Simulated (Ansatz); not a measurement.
Consider the following.

CaZn2Sb2:
```
CELL_PARAMETERS angstrom
      4.41110     0.00000     0.00000
     -2.20555     3.82012     0.00000
      0.00000     0.00000     7.34119
ATOMIC_POSITIONS crystal
  Ca 0.00000 0.00000 0.00000
  Zn 0.33333 0.66667 0.63237
  Zn 0.66667 0.33333 0.36763
  Sb 0.33333 0.66667 0.25652
  Sb 0.66667 0.33333 0.74348
```

This is the PBEsol-relaxed structure.

Question: All from plane-wave PAW PBEsol (Ansatz code), unless another level is named. Predict the electronic character.

Answer: no gap, with almost no states at the Fermi level (zero-gap or semimetallic).

Question: Give the HSE06 gap on the PBEsol cell.

Answer: 0.52 eV (a hybrid on a coarse mesh can open a false gap in a semimetal).

Question: Next, the formation energy from the elements (no fitted shifts)?

Answer: -0.44 eV/atom.

Question: Give the gap with spin–orbit coupling.

Answer: none (metallic).

Space group P-3m1. The workflow started from a Materials Project entry (that database holds measured and hypothetical structures alike); the Crystallography Open Database files this formula in space group No. 164, but the cells were not matched. Its standing as an ambient phase is unchecked. Symmetry was held in the PBEsol relaxation; of distortions, only those at the zone centre were tested. A small band overlap can be real or an error of a semilocal functional. The references are the lowest solids computed at this level, not always the standard phases. Scalar-relativistic: spin–orbit coupling is off unless named, which matters more the heavier the elements.

Potentials: the later of the program's two PAW sets.
